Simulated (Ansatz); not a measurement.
**MnHg: do energies and stresses tell the same story?**

These are results of DFT r2SCAN, scalar-relativistic, plane waves, PAW (Ansatz), not measurements.

Settings: cutoff 500 eV, Γ-centred mesh 12×12×12 on the computed 2-atom cell, Gaussian smearing of 0.10 eV; collinear spin from starting moments 4.64 0 μB.

Relaxed cell: Pm-3m, a = 3.330 Å, b = 3.330 Å, c = 3.330 Å, α = 90.00°, β = 90.00°, γ = 90.00°, 2 atoms in the primitive cell. Whether it is the stable form of this composition wasn't checked.

Energies at zero smearing and pressures from the stress tensor, at volumes with shape and atoms relaxed:
| V (Å³/atom) | E − E(first) (meV/atom) | P (GPa) |
| --- | --- | --- |
| 17.356 | 0.00 | 5.75 |
| 17.910 | -14.36 | 2.52 |
| 18.464 | -18.41 | 0.00 |
| 19.018 | -14.64 | -2.13 |
| 19.572 | -4.09 | -3.96 |

Task: Check P = −dE/dV between neighbouring volumes, and get the bulk modulus from the pressures alone.

Result: With 1 eV/Å³ = 160.2 GPa:
```tsv
middle V (Å³/atom)	−ΔE/ΔV (GPa)	mean P (GPa)
17.633	4.153	4.138
18.187	1.170	1.260
18.741	-1.089	-1.067
19.295	-3.052	-3.047
```

The two differ by 0.09 GPa at most. The mean of two end pressures misses the average over a step by about ΔV² P″/12, up to 0.08 GPa here; with that taken off 0.09 GPa remains, from the smearing term (the stress is the derivative of the free energy), the finite cutoff, the mesh or the relaxation's tolerance. Around V = 18.464 Å³/atom, the two neighbours give B = −V ΔP/ΔV = 18.464 × 4.65 / 1.108 = 77.6 GPa, against B0 = 78.4 GPa from the Birch–Murnaghan fit of the energies.

The state reached may not be the lowest one. Spin-orbit coupling is left out, which matters for the bands of heavy elements. Only parallel moments were tried here.

Only this magnetic start was tried.

Cost: 6 runs of about 5 core-minutes in all, on Arm Neoverse V1 (shared hosts).